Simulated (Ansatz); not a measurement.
**An elastic constant from a strain scan in K₂Pt**

Level of theory: DFT PBEsol, scalar-relativistic, plane waves, PAW in Ansatz 0.2.0. Cutoff 420 eV, Γ-centred 6×6×6 k-points, Gaussian smearing of 0.05 eV. Spin–orbit coupling is left out, which can shift energies with elements as heavy as these. No spin polarisation. Energies are free energies at this smearing, counted from the undisturbed cell; pressure is positive in compression.

Reference structure (as given, not relaxed at this level; it stands at -0.5 GPa, and it needn't be the usual structure):

```
CELL_PARAMETERS angstrom
0.00000 3.78146 3.78146
3.78146 0.00000 3.78146
3.78146 3.78146 0.00000
ATOMIC_POSITIONS crystal
K 0.75000 0.75000 0.75000
K 0.25000 0.25000 0.25000
Pt 0.00000 0.00000 0.00000
```

The cell is strained by ε times the Voigt pattern (0, 0, 0, 0, 1, 0) (xx, yy, zz, yz, xz, xy; engineering shear) with fractional coordinates fixed. The cell holds 3 atoms in V0 = 108.15 Å³. The stress column is τ = (1/V0) dE/dε, got from the stress tensor σ (compression positive) at each point as −det(1 + εP) σ : P(1 + εP)⁻¹, with P the pattern as a tensor.

```
      ε  ΔE (meV/atom)  τ (GPa)
-0.0875          6.591   -0.677
-0.0750          4.827   -0.577
-0.0625          3.344   -0.478
-0.0500          2.136   -0.381
-0.0375          1.200   -0.285
-0.0250          0.533   -0.190
-0.0125          0.134   -0.095
 0.0000          0.000    0.000
 0.0125          0.134    0.095
 0.0250          0.533    0.190
 0.0375          1.200    0.285
 0.0500          2.136    0.381
 0.0625          3.344    0.478
 0.0750          4.827    0.577
 0.0875          6.591    0.677
 0.1000              ?        ?
```

Which combination of elastic constants does this scan measure, and how large is it?

For small ε, τ = τ0 + Kε with K = pᵀCp, which for this pattern is C44 in the cubic axes. The parabola through τ at ε = -0.0125, 0 and 0.0125 has slope K = 7.6 GPa at zero. The energies per cell, E = NΔE, of the same two points give K = 2[E(ε₊)/ε₊ − E(ε₋)/ε₋]/[(ε₊ − ε₋)V0] = 7.6 GPa, in agreement. These are clamped-ion values. The start is under stress, which shifts K from the elastic constant by about the size of that stress.

Predict the withheld row at ε = 0.1000 from the harmonic law, and compare.

ΔE = V0(τ0 ε + Kε²/2)/N = 8.512 meV/atom and τ = 0.76 GPa. The calculation gives 8.639 meV/atom and 0.78 GPa, a miss of 1.5 % of the harmonic energy, so the harmonic law still holds here.

Forces appear on the atoms along this scan, and letting them relax would lower the energy and soften the response.